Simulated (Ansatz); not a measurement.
# Profile along the B–B line in LaB6 (CaB6 type, space group Pm-3m)

LaB₆ (CaB6 type, space group Pm-3m)

```xyz
7
Lattice="4.1550 0.0000 0.0000 0.0000 4.1550 0.0000 0.0000 0.0000 4.1550" Properties=species:S:1:pos:R:3 pbc="T T T"
La     0.0000     0.0000     0.0000
B      0.8301     2.0775     2.0775
B      3.3249     2.0775     2.0775
B      2.0775     2.0775     0.8301
B      2.0775     2.0775     3.3249
B      2.0775     0.8301     2.0775
B      2.0775     3.3249     2.0775
```

Fields along a shortest B–B line of a {110} plane (1.76 Å), from B to B, interpolated on the slice's grid (step about 0.3 Å). Level of theory: PBE (plane waves to 420 eV, PAW, scalar-relativistic; Ansatz, an electronic-structure program). k mesh 11×11×11. Near the nuclei the fields are pseudised (PAW); where an atom keeps semicore shells as valence, they peak there. LaB6 is run without spin polarisation. LaB6 was relaxed with its symmetry unable to fall.

| distance from B (Å) | valence electron density (e/Å³) | electron localisation function |
|---|---|---|
| 0.00 | 0.23 | x |
| 0.09 | 0.27 | x |
| 0.18 | 0.37 | x |
| 0.26 | 0.54 | x |
| 0.35 | 0.71 | 0.15 |
| 0.44 | 0.81 | 0.32 |
| 0.53 | 0.84 | 0.51 |
| 0.62 | 0.84 | 0.65 |
| 0.70 | 0.82 | 0.73 |
| 0.79 | 0.80 | 0.77 |
| 0.88 | 0.79 | 0.77 |
| 0.97 | 0.80 | 0.77 |
| 1.06 | 0.82 | 0.73 |
| 1.14 | 0.84 | 0.65 |
| 1.23 | 0.84 | 0.51 |
| 1.32 | 0.81 | 0.32 |
| 1.41 | 0.71 | 0.15 |
| 1.50 | 0.54 | x |
| 1.58 | 0.37 | x |
| 1.67 | 0.27 | x |
| 1.76 | 0.23 | x |

x: too close to a nucleus for the ELF to mean much.

Density on the B–B line (1.76 Å) at its midpoint: 0.79 e/Å³. ELF at that point: 0.77. ELF maximum in the middle third of the B–B line: 0.77, 0.9 Å from B.
